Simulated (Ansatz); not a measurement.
Values for one crystal, relaxed and computed with PBEsol (plane waves, PAW; program Ansatz); other levels are named.

| Item | Result |
|---|---|
| Volume per atom | 15.32 Å³ |
| Electronic character | metallic (no gap) |
| Poisson's ratio | 0.30 |
| Mechanical stability | stable (all eigenvalues of C positive) |
| Hill bulk and shear moduli | 280 and 127 GPa |
| Debye temperature from the elastic constants | 467 K |
| Bulk modulus (Birch–Murnaghan fit) | 281 GPa |

Problem. Which of these materials gives this?
A. Ti, hcp (Mg type)
B. Tl, hcp (Mg type)
C. Mo, bcc (W type)
D. Ca, fcc (Cu type)

Solution. C, Mo, bcc (W type)

Space group Im-3m (bcc (W type)). The PBEsol relaxation kept the symmetry of its start. The run is not spin-polarised. As this level gives no gap, shear constants depend on the k-mesh and smearing (Fermi–Dirac, 0.1 eV here). Spin–orbit coupling is left out wherever it is not named.

Potentials: the later of the program's two PAW sets.
